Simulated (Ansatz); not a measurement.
**One run on GdIn3 (Pm-3m): exchange couplings and spin waves by the force theorem**

Computed with DFT, LDA, PAW with Ansatz's default frozen-core files, scalar-relativistic (Ansatz).

Command: `ansatz run input.yaml --threads 2 --pin off --max-ram 6144MiB --backend cpu --events-out ev --progress --plain --runs-dir out`

```yaml
crystal:
  lattice:
    - [4.63934027, 0.0, 0.0]
    - [0.0, 4.63934027, 0.0]
    - [0.0, 0.0, 4.63934027]
  atoms:
    - { symbol: Gd, position: [0.0, 0.0, 0.0], spin: -7.0 }
    - { symbol: In, position: [0.5, 0.0, 0.5] }
    - { symbol: In, position: [0.0, 0.5, 0.5] }
    - { symbol: In, position: [0.5, 0.5, 0.0] }
magnetization:
  spin_polarized: true
kpoints:
  mp_grid: { grid: [6, 6, 6] }
  band_path:
    path:
      - [0.0, 0.0, 0.0]
      - [0.0, 0.5, 0.0]
      - [0.5, 0.5, 0.0]
      - [0.0, 0.0, 0.0]
      - [0.5, 0.5, 0.5]
      - [0.0, 0.5, 0.0]
      - [0.5, 0.5, 0.5]
      - [0.5, 0.5, 0.0]
    npoints: 8
scf:
  occupations: { method: fermi_dirac, width: 0.05 }
hamiltonian:
  xc: lda
  pseudopotentials: { kind: paw }
output:
  eigenvalues: false
  eigenstates:
    nscf_kmesh: { grid: [6, 6, 6] }
    top_band: c62
    exchange_couplings: { magnetic: [{ species: Gd }] }
```

Output:

```
settings of this run that can trade accuracy for cost: output.eigenvalues: false. Do not mix this run's numbers with those of runs without the same settings; the input reference describes each key
Engine: ansatz 0.2.0
Pseudopotentials: kind: paw
Pseudopotential: Gd, paw, valence charge 18, recommended cutoff 420 eV (normal), Gd.paw.azcp
Pseudopotential: In, paw, valence charge 13, recommended cutoff 420 eV (normal), In.paw.azcp
Functional definition: SPW92
  exchange = slater_x
  correlation = pw_c
Crystal: 4 atoms, lattice volume = 99.855 Å³
Basis set: ecut = 420 eV, 1935 PW (Γ)
Bands: 39, of which v1, the nominal top of the filled ones, is band 29 counted from 1 (28 counted from 0)
Symmetry: 48 space group operations
Space group: Pm-3m (ITA 221), of the structure as read, at distance tolerance 4.6e-5 Å
Magnetic group: BNS 221.92 (UNI 1594), of the structure as read, at distance tolerance 4.6e-5 Å
k-points: 20 of 216
Non-local potential: Gd, projectors of the file, l = 0: 3, l = 1: 2, l = 2: 2, l = 3: 3
Non-local potential: In, projectors of the file, l = 0: 2, l = 1: 2, l = 2: 2, l = 3: 2
PAW form: soft (Blöchl's): semilocal exchange-correlation on the pseudo side does not see the compensation charge
PAW frozen core: Gd, regenerated for the run's functional, and the local potential with it (the file was generated under x = pbe(κ = 0.804, μ = 0.2195149727645171), c = pbe(β = 0.06672455060314922))
PAW frozen core: In, regenerated for the run's functional, and the local potential with it (the file was generated under x = pbe(κ = 0.804, μ = 0.2195149727645171), c = pbe(β = 0.06672455060314922))
PAW one-centre angular grid: Gd, 590 points (default); XC on 64 Gauss nodes
PAW one-centre angular grid: In, 590 points (default); XC on 64 Gauss nodes
Initial density: superposition of atomic densities (chi_scale 0.1, normalization cell, long waves kept (reshape's long-wave potential 0.00 eV rms))
Starting moments: Σ|m| = 7 μB on 1 of 4 sites
Initial wavefunctions: pseudopotential atomic-orbital guess
Functional: x = slater, c = lda
SCF iter   1: F=—  HF=-25501.590937 eV  |F-HF|=—  |Δ(HF+E_count)|=         —  Δρ=2.27e-2 (↑2.03e-2 ↓2.27e-2)  dr2=4.29e0  dr2_m=3.44e-2  M=-6.787 μB ∫|m|=7.015 μB  β_m=0.30  ethr=3.10e-3  ⟨swp⟩=6.2  Hψ=5979  notcnv=0  defer=2
Mixer restart at iter 1: flushing history
preconditioner: auto → Kerker (q_TF=auto, 2.485 Å⁻¹)  [metal: Δε(μ)=0.020 eV  Ē_g=12.558 eV  σ=0.050 eV  W_gap=0.10  n_scr=26 (ndim 8)  ℏωp=27.6 eV  f_vac=0.000  D(μ)=3.57/eV (n_scr^D=26)]
[...]
SCF iter   9: F=—  HF=-25500.378696 eV  |F-HF|=—  |Δ(HF+E_count)|=   4.28e-7  Δρ=1.45e-5 (↑1.45e-5 ↓7.71e-6)  dr2=6.29e-7  dr2_m=5.93e-8  M=-7.004 μB ∫|m|=7.141 μB  β_m=0.99  ethr=7.50e-9  ⟨swp⟩=2.2  Hψ=2703  notcnv=0  defer=59
SCF iter  10: F=—  HF=-25500.378697 eV  |F-HF|=—  |Δ(HF+E_count)|=   1.14e-7  Δρ=2.39e-6 (↑2.39e-6 ↓1.70e-6)  dr2=2.00e-8  dr2_m=1.28e-9  M=-7.004 μB ∫|m|=7.141 μB  β_m=0.99  ethr=1.10e-9  ⟨swp⟩=2.0  Hψ=2689  notcnv=0  defer=59
SCF iter  11: F=-25500.378697 eV  HF=-25500.378697 eV  |F-HF|=7.28e-12  |Δ(HF+E_count)|=   4.49e-9  Δρ=4.45e-7 (↑4.41e-7 ↓4.45e-7)  dr2=4.03e-10  dr2_m=9.74e-11  M=-7.004 μB ∫|m|=7.141 μB  ethr=3.51e-11  ⟨swp⟩=7.6  Hψ=6009  notcnv=0
SCF 1 converged in 11 iterations: F = -25500.378697 eV  dr2 = 4.03e-10
  greatest PAW one-centre occupation: 0.997 electrons in one spin orbital (limit 2), on the Gd atom at site 0 (counted from 0), in its partial waves of l = 0
NSCF: frozen V_eff on 57 k-points
NSCF: frozen V_eff on 20 k-points
Exchange couplings: 0 of 2 parts done
Exchange couplings: 1 of 2 parts done
Exchange couplings: 0 of 2 parts done
Exchange couplings: 1 of 2 parts done
SCF converged after 11 iterations
Magnetization: -7.0038 μB (24.9981 up, 32.0019 down)
Absolute magnetization: 7.1372 μB (∫|ρ↑−ρ↓|, with the PAW one-centre terms)
Spin contamination: 0.0813 ħ² per cell (⟨S²⟩ above its minimum at these occupations)
Per-site moments (μB) at R_I (Å): [(-6.97119999333345, 1.3532099481238917), (0.013246465223521187, 1.3532099481238917), (0.013246465223521447, 1.3532099481238917), (0.013246465223519749, 1.3532099481238917)]
Free energy (F): -25500.378697 eV
Harris-Foulkes:  -25500.378697 eV  (|F-HF|=7.28e-12)
Internal energy: -25500.363898 eV  (E = F + TS)
E sigma→0 (E₀):  -25500.371297 eV
Entropy (-TS):   -0.014798 eV (-3.700 meV/atom)
Fermi energy:    11.955610 eV
--- Per-component energies (eV) ---
  E_band       = -34.421394
  E_kinetic    = 1133.103544
  E_local      = -5065.551254  (includes V_loc(G=0)·N_el)
  E_nonlocal   = 1405.864050
  E_hartree    = 2031.863452
  E_xc         = -874.010704
  E_vxc        = -558.243045  (∫ρ·V_xc dr)
  E_paw        = -18288.771388  (= ΣΔE_a)
  E_vpaw       = -1013.320856  (= ΣTr[D̂ρ^β])
  E_aug_tail   = 0.000077  (compensation charges beyond the density's cutoff)
  E_ewald      = -5844.994317
  E_core_change = 2.132642  (= ΣΔE_core)
  E_smearing   = -0.014798  (= −TS)
  E_closure    = -0.000000  (closes the sum)
  Σ components = -25500.378697   (vs F -25500.378697, Δ=0.00e0)
--- Band table (eV; the first three rows and the last of 40) ---
  k-point 0 ↑: bands = ["-30.0713", "-8.2998", "-8.2998", "-8.2998", "-2.6472", "-2.6446", "-2.6446", "-2.6446", "-2.4586", "-2.4586", "-2.3202", "-2.3202", "-2.3202", "-2.2322", "-2.2322", "-2.0785", "-2.0570", "-2.0570", "-2.0570", "2.8694", "9.1287", "9.1287", "10.6131", "10.6131", "10.6131", "12.3305", "12.3305", "12.3305", "12.4880", "12.6185", "12.6185", "12.6185", "14.6899", "14.6899", "14. …
  k-point 1 ↑: bands = ["-30.0710", "-8.3183", "-8.3018", "-8.3018", "-2.6370", "-2.6186", "-2.6089", "-2.6089", "-2.4492", "-2.4341", "-2.3278", "-2.3127", "-2.3127", "-2.2515", "-2.2317", "-2.0984", "-2.0984", "-2.0975", "-2.0569", "3.1010", "7.9951", "9.2885", "10.6566", "10.6566", "11.4237", "12.2758", "12.3223", "12.3223", "12.4869", "12.5889", "12.5889", "12.6428", "14.1540", "14.2192", "14. …
  k-point 2 ↑: bands = ["-30.0705", "-8.3546", "-8.3056", "-8.3056", "-2.6205", "-2.5475", "-2.5105", "-2.5105", "-2.4291", "-2.3727", "-2.3442", "-2.3061", "-2.3014", "-2.3014", "-2.2320", "-2.2044", "-2.2044", "-2.1464", "-2.0569", "3.7711", "6.3849", "9.7530", "10.7122", "10.7122", "11.8683", "12.2726", "12.2995", "12.2995", "12.4847", "12.5271", "12.5271", "12.9400", "12.9843", "13.9572", "13. …
  k-point 19 ↓: bands = ["-32.9792", "-10.4888", "-10.4888", "-10.4888", "-2.5300", "-2.5222", "-2.5222", "-2.5222", "-2.4490", "-2.4490", "-2.4490", "-2.2905", "-2.2905", "-2.2905", "-2.2664", "-2.2664", "-2.0819", "-2.0819", "-2.0819", "6.9787", "6.9787", "6.9787", "7.4713", "7.5532", "7.5532", "7.5532", "7.5675", "7.5675", "7.5675", "8.5632", "9.9143", "9.9143", "9.9143", "13.8997", "14.8990",  …
settings of this run that can trade accuracy for cost: output.eigenvalues: false. Do not mix this run's numbers with those of runs without the same settings; the input reference describes each key
```

exchange_couplings.tsv:

```
# site	partner	cell_1	cell_2	cell_3	displacement_x_ang	displacement_y_ang	displacement_z_ang	distance_ang	coupling_mev
# format = ansatz-exchange-couplings/3
# nscf_kmesh_grid = 6 6 6
# n_bands = 91
# mesh_fermi_ev = 11.956
# occupation_method = fermi_dirac
# smearing_width_ev = 0.05
# xc_rung = lda
# a1_ang = 4.6393 0 0
# a2_ang = 0 4.6393 0
# a3_ang = 0 0 4.6393
# atom = 0 Gd magnetic 0 0 0 -6.9973 17.223 0.22347 -
# atom = 1 In relaxed 0.5 0 0.5 -0.00082407 0.00072611 2.0463e-05 -
# atom = 2 In relaxed 0 0.5 0.5 -0.00082407 0.00072611 2.0463e-05 -
# atom = 3 In relaxed 0.5 0.5 0 -0.00082407 0.00072611 2.0463e-05 -
# moments = constrained
# kernel_scale = 1
# constrained_moments_mub = -6.972
# turning_moments_mub = -6.9997
# rigid_open_turn_ev = -0.010634
# field_residual = 7.154e-05
# moved_by_upper_bands = 0.048495
# mean_field_moved_by_upper_bands = 0.022219
# mean_field_temperature_k = 45.205
# mean_field_q_frac = 0 0 0.33333
# no_ordering_temperature = state_not_lowest
# no_stiffness = state_not_lowest
# whole_within_ang = 13.918
0	0	-1	0	0	-4.6393	0	0	4.6393	0.54357
0	0	0	-1	0	0	-4.6393	0	4.6393	0.54357
0	0	0	0	-1	0	0	-4.6393	4.6393	0.54357
0	0	0	0	1	0	0	4.6393	4.6393	0.54357
0	0	0	1	0	0	4.6393	0	4.6393	0.54357
0	0	1	0	0	4.6393	0	0	4.6393	0.54357
0	0	-1	-1	0	-4.6393	-4.6393	0	6.561	-0.8535
0	0	-1	0	-1	-4.6393	0	-4.6393	6.561	-0.8535
0	0	-1	0	1	-4.6393	0	4.6393	6.561	-0.8535
0	0	-1	1	0	-4.6393	4.6393	0	6.561	-0.8535
0	0	0	-1	-1	0	-4.6393	-4.6393	6.561	-0.8535
0	0	0	-1	1	0	-4.6393	4.6393	6.561	-0.8535
0	0	0	1	-1	0	4.6393	-4.6393	6.561	-0.8535
0	0	0	1	1	0	4.6393	4.6393	6.561	-0.8535
0	0	1	-1	0	4.6393	-4.6393	0	6.561	-0.8535
0	0	1	0	-1	4.6393	0	-4.6393	6.561	-0.8535
0	0	1	0	1	4.6393	0	4.6393	6.561	-0.8535
[...]
```

magnon_bands.tsv:

```
# distance_inv_ang	q_1	q_2	q_3	is_on_mesh	least_cost_mev	mode	energy_mev	sense
# format = ansatz-magnon-bands/1
# nscf_kmesh_grid = 6 6 6
# whole_turn_by_bands_mev = 111.76
# magnetic_atoms = 0
# least_rotation_mev = -11.231
# least_rotation_q_frac = 0 0 0.33333
# least_rotation_pattern = 1 0
0	0	0	0	1	0	1	0	-1
0.084645	0	0.0625	0	0	0.55883	1	0.31934	-1
0.16929	0	0.125	0	0	0.85614	1	0.48924	-1
0.25394	0	0.1875	0	0	-1.3825	1	-0.79005	-1
0.33858	0	0.25	0	0	-6.0948	1	-3.4829	-1
0.42323	0	0.3125	0	0	-10.414	1	-5.9509	-1
0.50787	0	0.375	0	0	-11.702	1	-6.6873	-1
0.59252	0	0.4375	0	0	-10.455	1	-5.9745	-1
0.67716	0	0.5	0	1	-9.5027	1	-5.4303	-1
0.76181	0.0625	0.5	0	0	-9.3592	1	-5.3483	-1
0.84645	0.125	0.5	0	0	-9.0161	1	-5.1523	-1
0.9311	0.1875	0.5	0	0	-8.6148	1	-4.923	-1
1.0157	0.25	0.5	0	0	-8.1563	1	-4.6609	-1
1.1004	0.3125	0.5	0	0	-7.5119	1	-4.2927	-1
1.185	0.375	0.5	0	0	-6.6619	1	-3.8069	-1
1.2697	0.4375	0.5	0	0	-5.87	1	-3.3544	-1
1.3543	0.5	0.5	0	1	-5.5406	1	-3.1662	-1
1.474	0.4375	0.4375	0	0	-6.3512	1	-3.6294	-1
1.5937	0.375	0.375	0	0	-8.3388	1	-4.7652	-1
1.7134	0.3125	0.3125	0	0	-7.6974	1	-4.3987	-1
1.8332	0.25	0.25	0	0	-5.9058	1	-3.3749	-1
1.9529	0.1875	0.1875	0	0	-5.6129	1	-3.2075	-1
2.0726	0.125	0.125	0	0	-2.0474	1	-1.17	-1
2.1923	0.0625	0.0625	0	0	0.59919	1	0.34241	-1
2.312	0	0	0	1	0	1	0	-1
2.4586	0.0625	0.0625	0.0625	0	0.34302	1	0.19602	-1
2.6052	0.125	0.125	0.125	0	-3.3159	1	-1.8948	-1
2.7518	0.1875	0.1875	0.1875	0	-3.4721	1	-1.9841	-1
2.8984	0.25	0.25	0.25	0	-4.1984	1	-2.3992	-1
3.045	0.3125	0.3125	0.3125	0	-3.4539	1	-1.9737	-1
3.1916	0.375	0.375	0.375	0	3.2154	1	1.8375	-1
3.3383	0.4375	0.4375	0.4375	0	8.842	1	5.0528	-1
3.4849	0.5	0.5	0.5	1	9.6681	1	5.5248	-1
3.6046	0.4375	0.5	0.4375	0	9.2144	1	5.2656	-1
3.7243	0.375	0.5	0.375	0	6.0288	1	3.4451	-1
3.844	0.3125	0.5	0.3125	0	-0.20272	1	-0.11584	-1
3.9637	0.25	0.5	0.25	0	-5.461	1	-3.1207	-1
[...]
```

In the table E = −Σ J e_i·e_j over ordered pairs, so positive J favours parallel moments; the file's long notes are left out. The flag state_not_lowest says that some rotation lowers the energy by these couplings, so the mean-field temperature in the header isn't an ordering temperature of this state, and negative spin-wave energies mark the unstable rotations. Convergence in k wasn't tested.

Site moments (μB): Gd1 -6.97, In2 0.01, In3 0.01, In4 0.01. Cell moment -7.00 μB.

The magnetic group in the log treats spin as a scalar label, without spin–orbit coupling.

The PAW files were made with PBE; the program remakes their cores once for the run's functional and then keeps them frozen. Without U a semilocal functional puts the f levels too near the Fermi level, which can change moments and the order of magnetic states; site and cell moments are spin moments. Spin–orbit coupling is left out although heavy atoms are present. With open f shells a run can end in a state that isn't the lowest. The magnetic state is the one that this cell and start allow. It needn't be the compound's measured order, which may need a larger cell or be absent.

It took 96 s on 2 threads of Arm Neoverse V1 (shared host), peak memory 1.7 GiB.
